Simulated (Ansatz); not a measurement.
Input and command of a calculation in Ansatz (plane waves; scalar-relativistic PAW potentials unless the input names others):

```yaml
crystal:
  lattice:
    - [2.813, 0.0, 0.0]
    - [0.0, 2.813, 0.0]
    - [0.0, 0.0, 2.813]
  atoms:
    - { symbol: Be, position: [0.0, 0.0, 0.0], spin: 2.0 }
    - { symbol: Pd, position: [0.5, 0.5, 0.5] }
basis:
  ecutwfc: 500
kpoints:
  mp_grid: { grid: [12, 12, 12] }
hamiltonian:
  xc: r2scan
scf:
  occupations: { method: gaussian, width: 0.1 }
  max_iter: 75
output:
  forces: true
  eigenvalues: true
  stress: true
```

```bash
ansatz run input.yaml --threads 2 --pin off --max-ram 5120MiB --backend cpu --events-out ev --progress --plain --runs-dir out
```

Question: Will this input run?

Answer: The program refuses it, because of a moment without spin polarisation (crystal.atoms[0].spin: not typed → 2.0). Without that key it is accepted.

Abridged log:
```
Error: inconsistent input (magnetization.spin_polarized): false but per-atom `spin:`, `per_species`, `initial_magnetization`, `magnetic_field`, or `spin_locking` is set
```